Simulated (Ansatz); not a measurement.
Phases of Re at -4.8 GPa

Structure types of Re are relaxed in primitive cells with their symmetry kept at -4.8 GPa, first on PAW files, then by LAPW. The enthalpy is E + pV at zero temperature, without zero-point motion. Only the types listed were tried, and differences under about 5 meV/atom are mesh noise.

Level of theory: DFT with LDA, scalar-relativistic, in Ansatz 0.2.0; Fermi–Dirac smearing of 0.1 eV, no spin polarisation. LAPW: all electrons, basis error target 0.5 meV/atom; PAW: frozen-core files, cutoff 420 eV.

k meshes: fcc 17×17×17, bcc 18×18×18, hcp 16×16×9, sc 15×15×15, simple hexagonal 17×17×15, diamond 13×13×13.

Spin–orbit coupling is left out, which matters for the heavy atoms. The PAW files were made under PBE.

```tsv
start type	ends as	a, b, c (Å)	V (Å³/atom)	H − H(lowest), LAPW (meV/atom)
fcc	fcc, Fm-3m	3.877, 3.877, 3.877	14.56	70.7
bcc	bcc, Im-3m	3.083, 3.083, 3.083	14.66	339.0
hcp	hcp, P6_3/mmc	2.751, 2.751, 4.431	14.52	0.0
sc	sc, Pm-3m	2.552, 2.552, 2.552	16.61	?
simple hexagonal	simple hexagonal, P6/mmm	2.737, 2.737, 2.442	15.84	1056.6
diamond	diamond, Fd-3m	5.608, 5.608, 5.608	22.05	?
```

Question: Fill in "H − H(lowest), LAPW (meV/atom)" for the row "diamond".

Answer: 1584.2.

Question: Give the missing entry: row "sc", column "H − H(lowest), LAPW (meV/atom)".

Answer: 1386.6.
